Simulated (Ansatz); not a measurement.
**MgScAlO4: pressure against volume**

MgScAlO4, R3m, a = 3.240 Å, c = 24.827 Å. The structure is a Materials Project entry; whether it is the stable form wasn't checked. Ansatz: PBEsol, PAW, 420 eV, Γ-centred 12×12×12 mesh on 7 atoms, Gaussian smearing 0.02 eV; no spin polarisation. Shape and atoms are relaxed at each volume; pressure is positive in compression.

```tsv
V (Å³/atom)	P (GPa)
10.100	?
10.423	5.60
10.745	-0.01
11.067	-4.82
11.390	-8.94
```

Task: Take V0 = 10.745 Å³/atom, count pressures from its P0 = -0.01 GPa, fit the third-order Birch–Murnaghan form to the other rows, and predict the missing pressure.

Result: With the Eulerian strain f = ½[(V0/V)^(2/3) − 1] and y = (P − P0)/[3f(1 + 2f)^(5/2)], the form is the line y = B0 + 1.5 B0 (B0′ − 4) f. Rows (f, y): 0.01025, 173.4; -0.00975, 172.7; -0.01906, 172.1. Means f = -0.006187, y = 172.73; Σ(Δf)² = 0.0004486, ΣΔfΔy = 0.01923; the slope is their ratio. y = 173.0 + 42.87 f GPa, so B0 = 173.0 GPa and B0′ = 4 + 2 × (42.87)/(3 × 173.0) = 4.17. At V = 10.100, f = 0.02107, y = 173.90 and P = 12.18 GPa. The run gave 12.13 GPa, so the fit is 0.05 GPa too high, a small miss on the scale of the series. The form still works here, 33 % of the fitted range beyond its end.

Cost: 5 runs of about 7.3 core-minutes in all, on AMD EPYC 9R45 (Zen 5) (shared hosts).